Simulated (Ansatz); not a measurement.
**Stress against strain in In2Au**

```yaml
crystal:
  lattice:
    - [0.00000, 3.25100, 3.25100]
    - [3.25100, 0.00000, 3.25100]
    - [3.25100, 3.25100, 0.00000]
  atoms:
    - { symbol: In, position: [0.25000, 0.25000, 0.25000] }
    - { symbol: In, position: [0.75000, 0.75000, 0.75000] }
    - { symbol: Au, position: [0.00000, 0.00000, 0.00000] }
```

Atoms are numbered in the order listed.

Conventional cell: a = 6.502 Å, b = 6.502 Å, c = 6.502 Å, α = 90.00°, β = 90.00°, γ = 90.00°. Around In (atom 1) lie 4 Au at 2.82 Å. Au (atom 3) is surrounded by 8 In at 2.82 Å.

The cell is COD entry 9009001, as deposited and not checked against the literature; nothing was relaxed.

No spin–orbit coupling, which matters for the heavy atoms here.

Theory: DFT, LDA, all-electron LAPW, scalar-relativistic in Ansatz 0.2.0.

The runs use a Γ-centred 10×10×10 k mesh, Fermi–Dirac smearing of 0.05 eV, basis error target 0.5 meV/atom, no spin polarisation.

The strain is applied along the Cartesian axes of the cell as listed (the other components stay zero). Fractional coordinates are held (clamped ions).

σ is the change of stress from the unstrained cell, which is at -1.32 GPa; tension is positive, so slopes are stress–strain coefficients at that pressure. In a metal the k mesh adds noise.

Only quantities that a quadratic follows smoothly over the whole series are listed; rougher ones are left out.

```tsv
εzz	σzz (GPa)	σxx (GPa)
-0.0200	-2.00	-1.23
-0.0100	-0.95	-0.59
0.0000	0.00	0.00
0.0200	1.66	1.07
```

Problem. Fit the series and read off the stiffness at zero strain.

Solution. Least-squares fits y = p0 + p1 x + p2 x² to the rows give σzz (GPa): p1 = 91.4, p2 = -430; σxx (GPa): p1 = 57.5, p2 = -200. So C11 = 91 GPa and C12 = 57 GPa, which gives B = (C11 + 2 C12)/3 = 68 GPa.

Problem. One run, at εzz = 0.0100, is withheld. Predict its row.

Solution. The fits give 0.87, 0.56; the run gave 0.87, 0.55.
